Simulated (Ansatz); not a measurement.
Starting structure, N put at a top W site (W, Im-3m (No. 229), (1 0 0) face):

```
W N
1.0
     3.15436    0.00000    0.00000
     0.00000    3.15436    0.00000
     0.00000    0.00000   25.30872
W N
5 1
Cartesian
  1.5772 1.5772 8.5000
  0.0000 0.0000 10.0772
  1.5772 1.5772 11.6200
  0.0000 0.0000 13.2442
  1.5772 1.5772 14.6408
  1.5772 1.5772 16.9808
```

All numbers below come from Ansatz, DFT PBEsol, scalar-relativistic, plane waves, PAW. Plane waves to 420 eV, a k mesh through Γ of 9×9×1 on the computed 6-atom cell and Gaussian smearing (0.10 eV); no spin polarisation. A dipole correction removes the field between periodic images along c.

Atoms 1, 2 (counted from 1) are held. The cell is fixed. Force threshold 0.03 eV/Å.

(1) Where does it end?

The end is the local minimum or symmetric point that this start leads to. The slab is only 6.3 Å thick, so the energy isn't converged with thickness.

Spin–orbit coupling is left out, which can shift energies with elements as heavy as these. Spin polarisation was left out, and a magnetic state may lie lower.

Answers

(1) The energy falls by 2.976 eV in 7 steps, to:

```yaml
crystal:
  lattice:
    - [3.15436, 0.00000, 0.00000]
    - [0.00000, 3.15436, 0.00000]
    - [0.00000, 0.00000, 25.30872]
  atoms:
    - { symbol: W, position: [0.50000, 0.50000, 0.33585] }
    - { symbol: W, position: [0.00000, 0.00000, 0.39817] }
    - { symbol: W, position: [0.50000, 0.50000, 0.46060] }
    - { symbol: W, position: [0.00000, 0.00000, 0.52238] }
    - { symbol: W, position: [0.50000, 0.50000, 0.59001] }
    - { symbol: N, position: [0.50000, 0.50000, 0.65717] }
```

Cost: 1 run of about 2.1 core-minutes, on Intel Xeon Platinum 8259CL (Skylake/Cascade Lake) (shared hosts).